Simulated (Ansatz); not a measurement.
# Phonon spectrum of GaSn3Te3N

Computed with DFT PBE, scalar-relativistic, plane waves, PAW (Ansatz 0.2.0). Settings: 420 eV plane-wave cutoff, Γ-centred 8×8×4 mesh, Gaussian smearing of 0.10 eV. No spin polarisation. Phonons by linear response, acoustic sum rule imposed.

Equilibrium structure at this level:
```
Ga Sn Te N
1.0
     4.30558    0.00000    0.00000
     0.00000    4.30558    0.00000
     0.00000    0.00000   12.32158
Ga Sn Te N
1 3 3 1
Direct
  0.50000 0.50000 0.00000
  0.00000 0.00000 0.16760
  0.50000 0.50000 0.50000
  0.00000 0.00000 0.83240
  0.50000 0.50000 0.24340
  0.00000 0.00000 0.50000
  0.50000 0.50000 0.75660
  0.00000 0.00000 0.00000
```

The structure comes from a generated guess, relaxed at this level; another structure or a mixture of phases may lie lower. In a metal, frequencies and elastic constants depend on the k mesh and the smearing, soft modes and shear constants most. Spin–orbit coupling is left out, which matters for heavy elements. The q mesh is coarse, so values between its points are rough.

Force constants from linear response on a 2×2×1 q mesh.

Question: Is the structure dynamically stable on the q mesh?

Answer: No: at q = (-0.500, -0.500, 0.000) a mode is imaginary, 175i cm⁻¹.

Question: Give the frequencies (cm⁻¹) at the zone-boundary points of high symmetry (interpolated where a point lies off the q mesh).

Answer:
```tsv
point	q	frequencies
X	0.000 0.500 0.000	106i 51i 30i 11 38 40 64 74 74 75 75 79 84 84 84 94 98 106 110 114 125 154 180 646
M	0.500 0.500 0.000	175i 175i 19 32 36 36 37 37 38 38 44 68 85 88 88 100 100 102 102 118 118 140 170 630
Z	0.000 0.000 0.500	156i 156i 26i ≈0 ≈0 10 10 29 29 29 48 72 72 73 80 80 85 85 85 94 94 140 178 622
R	0.000 0.500 0.500	106i 51i 31i 14 37 48 51 74 75 75 75 84 84 84 85 94 97 106 111 114 126 153 180 646
A	0.500 0.500 0.500	175i 175i 20 35 35 37 37 39 39 44 46 57 87 88 88 100 100 102 102 118 118 139 170 630
```
